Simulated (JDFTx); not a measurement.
An input for JDFTx (a modified build) (Pt(110), CANDLE, water, 1 M NaF; bohr, hartree) and the course of its log:

```
lattice \
  7.4514735683 0.0000000000 0.0000000000 \
  0.0000000000 5.2689874820 0.0000000000 \
  0.0000000000 0.0000000000 40.8180842919
coords-type Lattice
ion Pt 0.0000000000 0.0000000000 -0.1290846340 0
ion Pt 0.5000000000 0.5000000000 -0.0645423170 0
ion Pt 0.0000000000 0.0000000000 0.0000000000 0
ion Pt 0.5000000000 0.5000000000 0.0645423170 0
ion Pt 0.0000000000 0.0000000000 0.1290846340 0
ion-species pseudo/pt_pbe_v1.4.upf
elec-cutoff 20 100
elec-ex-corr gga-PBE
coulomb-interaction Slab 001
coulomb-truncation-embed 0 0 0
kpoint-folding 6 8 1
elec-smearing Fermi 0.01
elec-n-bands 53
symmetries none
electronic-scf nIterations 100 energyDiffThreshold 1e-08
fluid LinearPCM
pcm-variant CANDLE
fluid-solvent H2O
fluid-cation Na+ 1
fluid-anion F- 1
fluid-minimize nIterations 400 knormThreshold 1e-11
wavefunction read vac.wfns
elec-initial-eigenvals vac.eigenvals
dump-name f0.$VAR
dump End State Ecomponents EigStats BandEigs Forces ElecDensity IonicPositions Fillings Kpoints Dtot FluidDebug BoundCharge FluidDensity
```

```
[one cycle in 5 is shown, and the last three; fluid-solver lines are left out]
	FillingsUpdate:  mu: -0.188014755  nElectrons: 80.000000
SCF: Cycle:  0   F: -444.717549552493267   dF: +1.710e-04   |Residual|: 4.181e-03   |deigs|: 2.489e-04
	FillingsUpdate:  mu: -0.184877143  nElectrons: 80.000000
SCF: Cycle:  5   F: -444.717802168083324   dF: -2.641e-06   |Residual|: 7.684e-04   |deigs|: 7.509e-04
	FillingsUpdate:  mu: -0.183459487  nElectrons: 80.000000
SCF: Cycle: 10   F: -444.717810548292505   dF: -7.175e-07   |Residual|: 1.695e-04   |deigs|: 1.585e-04
	FillingsUpdate:  mu: -0.183459360  nElectrons: 80.000000
SCF: Cycle: 15   F: -444.717810802722056   dF: -5.163e-07   |Residual|: 5.052e-05   |deigs|: 2.914e-04
	FillingsUpdate:  mu: -0.183450086  nElectrons: 80.000000
SCF: Cycle: 20   F: -444.717810800305642   dF: +4.962e-08   |Residual|: 5.623e-05   |deigs|: 5.356e-05
	FillingsUpdate:  mu: -0.183455812  nElectrons: 80.000000
SCF: Cycle: 25   F: -444.717810826558207   dF: +2.204e-08   |Residual|: 3.995e-05   |deigs|: 7.003e-05
	FillingsUpdate:  mu: -0.183441983  nElectrons: 80.000000
SCF: Cycle: 30   F: -444.717810852296054   dF: -1.668e-08   |Residual|: 1.762e-05   |deigs|: 1.116e-05
	FillingsUpdate:  mu: -0.183446905  nElectrons: 80.000000
SCF: Cycle: 35   F: -444.717810669929349   dF: +1.759e-07   |Residual|: 1.016e-04   |deigs|: 7.468e-06
	FillingsUpdate:  mu: -0.183439494  nElectrons: 80.000000
SCF: Cycle: 40   F: -444.717810850684714   dF: -1.938e-10   |Residual|: 1.745e-05   |deigs|: 4.294e-06
	FillingsUpdate:  mu: -0.183441014  nElectrons: 80.000000
SCF: Cycle: 45   F: -444.717810852038269   dF: -4.214e-08   |Residual|: 1.651e-05   |deigs|: 3.757e-06
	FillingsUpdate:  mu: -0.183434965  nElectrons: 80.000000
SCF: Cycle: 50   F: -444.717810840358368   dF: +8.017e-09   |Residual|: 3.062e-05   |deigs|: 6.857e-06
	FillingsUpdate:  mu: -0.183452324  nElectrons: 80.000000
SCF: Cycle: 55   F: -444.717810846991597   dF: +7.550e-10   |Residual|: 2.093e-05   |deigs|: 1.484e-05
	FillingsUpdate:  mu: -0.183454662  nElectrons: 80.000000
SCF: Cycle: 60   F: -444.717810833313479   dF: +1.282e-08   |Residual|: 3.331e-05   |deigs|: 1.011e-05
	FillingsUpdate:  mu: -0.183436633  nElectrons: 80.000000
SCF: Cycle: 65   F: -444.717810839478602   dF: +1.459e-08   |Residual|: 3.335e-05   |deigs|: 7.820e-06
	FillingsUpdate:  mu: -0.183434915  nElectrons: 80.000000
SCF: Cycle: 70   F: -444.717810842728341   dF: +1.149e-08   |Residual|: 4.671e-05   |deigs|: 2.134e-06
	FillingsUpdate:  mu: -0.183442537  nElectrons: 80.000000
SCF: Cycle: 75   F: -444.717810842667120   dF: -1.557e-08   |Residual|: 2.770e-05   |deigs|: 1.265e-06
	FillingsUpdate:  mu: -0.183431937  nElectrons: 80.000000
SCF: Cycle: 80   F: -444.717810769014875   dF: +7.183e-08   |Residual|: 6.511e-05   |deigs|: 1.091e-05
	FillingsUpdate:  mu: -0.183444965  nElectrons: 80.000000
SCF: Cycle: 85   F: -444.717810850848537   dF: -8.803e-08   |Residual|: 1.674e-05   |deigs|: 1.329e-05
	FillingsUpdate:  mu: -0.183445028  nElectrons: 80.000000
SCF: Cycle: 90   F: -444.717810824022820   dF: +2.727e-08   |Residual|: 4.241e-05   |deigs|: 9.147e-07
	FillingsUpdate:  mu: -0.183442134  nElectrons: 80.000000
SCF: Cycle: 95   F: -444.717810831934685   dF: -3.099e-08   |Residual|: 3.733e-05   |deigs|: 3.413e-06
	FillingsUpdate:  mu: -0.183431768  nElectrons: 80.000000
SCF: Cycle: 97   F: -444.717810797947209   dF: +4.789e-08   |Residual|: 5.477e-05   |deigs|: 9.287e-06
	FillingsUpdate:  mu: -0.183446884  nElectrons: 80.000000
SCF: Cycle: 98   F: -444.717810851514798   dF: -5.357e-08   |Residual|: 1.933e-05   |deigs|: 1.486e-05
	FillingsUpdate:  mu: -0.183448811  nElectrons: 80.000000
SCF: Cycle: 99   F: -444.717810798152925   dF: +5.336e-08   |Residual|: 5.645e-05   |deigs|: 2.834e-06
SCF: None of the convergence criteria satisfied after 100 iterations.
IonicMinimize: Iter:   0  F: -444.717810798152925  |grad|_K:  0.000e+00
IonicMinimize: Converged (|grad|_K<1.000000e-04).
```

This run gave no converged result. The loop ran out of cycles short of its threshold. It has stalled and not diverged: the last ten energies span 9e-08 Ha, so the total is near its end, but levels, forces and charges aren't shown converged.
